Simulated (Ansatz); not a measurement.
A geometry of Bi away from equilibrium: the start of the relaxation of a relaxed Bi cell shaken by Gaussian noise of σ = 0.08 Å a coordinate. These are r2SCAN (plane waves to 500 eV, PAW, scalar-relativistic; Ansatz, a quantum-chemistry and plane-wave program) values and carry that method's errors. Γ-centred k-mesh 5×5×5 on the run's cell (coarser than for final values), Fermi–Dirac smearing 0.05 eV.

```xyz
8
Lattice="6.3502 0.0000 0.0000 0.0000 6.3502 0.0000 0.0000 0.0000 6.3502" Properties=species:S:1:pos:R:3 pbc="T T T"
Bi     1.7462     0.0617     3.1574
Bi     4.8488     0.1297     3.0584
Bi     0.0161     3.1645     1.6761
Bi     0.1099     3.0738     4.7464
Bi     3.3956     1.6919    -0.0432
Bi     3.1436     4.7911     0.0365
Bi    -0.0232    -0.0239     0.0046
Bi     3.2077     3.3207     3.1871
```

### Question
What forces act on the atoms (eV/Å)?

### Answer
```tsv
atom	Fx	Fy	Fz
Bi1	-0.03	-0.06	0.04
Bi2	0.31	-0.01	-0.06
Bi3	-0.10	-0.01	-0.12
Bi4	0.01	-0.08	0.39
Bi5	0.10	-0.10	-0.13
Bi6	-0.19	0.29	-0.04
Bi7	-0.05	-0.26	-0.09
Bi8	-0.06	0.21	0.01
```

### Question
What is the pressure?

### Answer
+0.3 GPa, compression positive.

### Question
How much energy per atom can still be gained by relaxing?

### Answer
0.35 eV/atom; the path ends in R-3m (No. 166) (AFLOW prototype A_hR2_166_c (A7, as in As)).

No spin polarisation in the result.

Of the parent cell (Pm-3n (No. 223)): it is a generated cell of Bi: the first start was made by placing the elements on the sites of a structure type, and the end was not matched to a known phase here, so it may be hypothetical. Known forms of Bi include space group No. 166.
